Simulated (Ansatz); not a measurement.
Relaxed-ion elastic tensor of YOF in space group P4/nmm (No. 129; Y on 2c, O on 2b, F on 2a) in GPa (Voigt order), LDA in the plane-wave PAW code Ansatz; density 5.40 g/cm³, 12.69 Å³ per atom.

```csv
,1,2,3,4,5,6
1,231,151,75.8,0.0,0.0,0.0
2,151,231,75.8,0.0,0.0,0.0
3,75.8,75.8,272,0.0,0.0,0.0
4,0.0,0.0,0.0,42.4,0.0,0.0
5,0.0,0.0,0.0,0.0,42.4,0.0
6,0.0,0.0,0.0,0.0,0.0,119
```

Is the crystal mechanically stable?

Yes: the smallest eigenvalue of C is 42.4 GPa.

Work out the Voigt, Reuss and Hill averages.

K_V = 149, K_R = 148, K_H = 149; G_V = 69.6, G_R = 55.5, G_H = 62.5 GPa.

Give Young's modulus, Poisson's ratio, Pugh's ratio and the universal anisotropy index.

E = 9KG/(3K + G) = 165 GPa; ν = 0.32; K/G = 2.38 (ductile by the Pugh limit of 1.75); A_U = 5G_V/G_R + K_V/K_R − 6 = 1.27.

Estimate the sound speeds and the Debye temperature.

v_l = √((K + 4G/3)/ρ) = 6550 m/s, v_t = √(G/ρ) = 3400 m/s, mean 3810 m/s; Θ = (h/k)(3n/4πV)^(1/3) v_m = 486 K.

Solve the Christoffel equation for the three sound speeds along x, y, z.

Eigenvalues of C_ijkl n_j n_l equal ρv². In km/s, slowest first: x 2.80, 4.69, 6.54; y 2.80, 4.69, 6.54; z 2.80, 2.80, 7.09.

How much does each axis shrink under pressure?

Linear compressibilities β_i = Σ_j S_ij (j = 1 to 3): x 2.1, y 2.1, z 2.5 per TPa.

The first step of the workflow began from a Materials Project structure, measured or hypothetical; the Crystallography Open Database copy checked does not list it. COD files the formula under space group No. 166, so this cell is another polymorph or a model. Whether it is the stable phase at ambient conditions was not checked. The LDA relaxation kept the symmetry of its start; phonons on a q-mesh show no instability. No spin polarisation was allowed.

Potentials: the later of the program's two PAW sets.
